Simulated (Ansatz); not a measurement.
Mg (fcc (Cu type), Fm-3m) at seven volumes, DFT-r²SCAN in the program Ansatz with PAW potentials, scaled uniformly. One row is withheld.

| V (Å³/atom) | P (GPa) |
|---|---|
| 20.684 | 4.36 |
| 21.366 | 2.69 |
| 22.048 | 1.25 |
| 22.730 | 0.00 |
| 23.412 | -1.08 |
| 24.094 | -2.01 |
| 24.776 | ? |

Problem. Fit the shown pressures and predict the withheld one.

Solution. P = (3/2)B₀(x^(7/2) − x^(5/2))[1 + (3/4)(B′ − 4)(x − 1)] with x = (V₀/V)^(2/3). Least squares on the six rows gives V₀ = 22.731 Å³/atom, B₀ = 38.6 GPa, B′ = 3.82. At V = 24.776, x = 0.9442 and P = -2.82 GPa. The run itself gave -2.82 GPa.

The workflow started from a Materials Project entry (that database holds measured and hypothetical structures alike); the Crystallography Open Database copy checked does not list it. It is not the phase usual at ambient conditions (space group No. 194). The r²SCAN relaxation kept the symmetry of its start; its stability against distortions is not shown here.

Potentials: the later of the program's two PAW sets.
